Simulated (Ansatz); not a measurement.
## Ge (simple cubic): energy against volume

All numbers below come from DFT, PBEsol, plane waves (420 eV) with PAW, scalar-relativistic in Ansatz 0.2.0. (PAW data from PBE, frozen cores regenerated.)

The cell is scaled uniformly from the relaxed one, with fractional coordinates and shape fixed. Energies are extrapolated to zero smearing, pressures are those at the given smearing. Magnetic state: spin not included.

A Birch-Murnaghan fit gives V₀ = 18.99 Å³/atom, B₀ = 79 GPa, B₀′ = 4.7.

Question: What are the energy above the minimum and the pressure at 17.485 Å³/atom?

Answer: 34.2 meV/atom and 7.92 GPa as computed.

Question: What are the energy above the minimum and the pressure at 18.245 Å³/atom?

Answer: 7.7 meV/atom and 3.50 GPa as computed.

Question: What are the energy above the minimum and the pressure at 20.526 Å³/atom?

Answer: 26.3 meV/atom and -5.06 GPa as computed.
